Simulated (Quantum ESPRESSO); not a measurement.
# Where does Ga sit best among Al sites?

These are calculations, not measurements. They come from pw.x of Quantum ESPRESSO 7.5, a plane-wave density functional program, with PseudoDojo standard norm-conserving files (v0.5 for PBE, v0.4.1 for LDA and PBEsol). The cells are made up: elements, strain and atom displacements were drawn at random, and nothing was relaxed. There is no spin polarisation, spin-orbit coupling or dispersion term.

The cell has 16 sites of a zincblende or diamond lattice (two cubes along c). Sites 1 to 8 hold X Al X Al Al In X X; sites 9 to 16 hold P P P P P P P P. Cell vectors in Å: (5.690, 0.000, 0.000); (0.000, 5.690, 0.000); (0.000, 0.000, 11.380). Settings: PBE, cutoff 1088 eV, 4 x 4 x 2 k mesh shifted by half a step, Fermi-Dirac smearing of 0.025 eV.

In each run one of the sites marked X holds Ga and the others hold Al; cell and positions stay the same. E is the free energy of the cell.

| site of the guest | first shell | mean distance (Å) | E above the lowest (eV) | P (GPa) | force on the guest (eV/Å) |
| --- | --- | --- | --- | --- | --- |
| 1 | P4 | 2.455 | 0.000 | -3.80 | 1.135 |
| 3 | P4 | 2.444 | 0.011 | -3.80 | 0.924 |
| 7 | P4 | 2.459 | 0.003 | -3.79 | 0.652 |
| 8 | P4 | 2.444 | 0.001 | -3.80 | 0.910 |

A rerun of one of these cells at 1377 eV and k mesh 6 x 6 x 4 moved values by no more than 0.011 eV in the cell's energy, 0.02 GPa in stress and 0.002 eV/Å in force.

## Reading the table

Sites 1 and 8 are too close to be ranked against the rerun's bound. A straight line of energy against the mean distance has a slope of -0.3 ± 0.5 eV/Å, so these few sites cannot settle whether the distance sets the order. The positions are random and not relaxed, so the differences hold for this frozen cell and are not site preferences of a real crystal.